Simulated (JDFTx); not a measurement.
System: carbon tetrabromide, CBr4 (SMILES BrC(Br)(Br)Br), charge 0, multiplicity 1; geometry: optimised with GFN2-xTB in vacuum (no frequencies checked; largest PBE force component 0.3 eV/Å).

Computed with JDFTx (a modified build): PBE, GBRV ultrasoft potentials, plane waves to 20/100 Ha. Liquid: CANDLE, water, 2 M NaF. The liquid run sits in a periodic box with 3.75 Å from the outermost atoms to the faces; the vacuum run is isolated. The box matters at about 0.01 eV. ΔG_solv is the difference of the two single-point energies, liquid minus vacuum; no corrections are added.

Question: What does the calculation give for the solvation energy, its fluid terms and the levels?

Answer: The solvation energy comes out as 2.4 kcal/mol, the part: cavitation term of the fluid is 16.4 kcal/mol and the part: dispersion term of the fluid is -11.2 kcal/mol. The part: electrostatic term of the fluid comes out as -3.5 kcal/mol. The part: distortion of the solute's electrons is 0.6 kcal/mol, the highest occupied level in vacuum (zero: vacuum level) comes out as -6.94 eV and the highest occupied level in the liquid (zero: bulk electrolyte) comes out as -6.76 eV.
